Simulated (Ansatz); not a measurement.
Data:

CrB2:
```
CELL_PARAMETERS angstrom
     -1.41384     1.41384     2.95841
      1.41384    -1.41384     2.95841
      1.41384     1.41384    -2.95841
ATOMIC_POSITIONS crystal
  Cr 0.00000 0.00000 0.00000
  B  0.35692 0.35692 0.00000
  B  0.64308 0.64308 0.00000
```

This is the PBEsol-relaxed structure.

Problem. All from PBEsol in the plane-wave PAW code Ansatz, unless another level is named. Give the electronic character.

Solution. metallic (no gap).

Problem. What about the formation energy from the elements (no fitted shifts)?

Solution. 0.28 eV/atom.

Problem. Predict the density of states at the Fermi level.

Solution. 0.76 states/eV per atom (mean over ±0.08 eV).

Space group I4/mmm (MoSi2 or CaC2 type). A made-up cell: these elements were put on the sites of a structure type; neither database checked (COD, Materials Project) lists it. COD files the formula under space group No. 191. Its standing as an ambient phase is unchecked. Symmetry was held in the PBEsol relaxation; whether a distortion lowers the energy is not shown. The workflow began spin-polarised and lost its moments. The references are the lowest solids computed at this level, not always the standard phases.

Potentials: the earlier of the program's two PAW sets. The files were generated under PBE; for other functionals the program regenerates the frozen cores, and for LDA and PBEsol the local potential too.
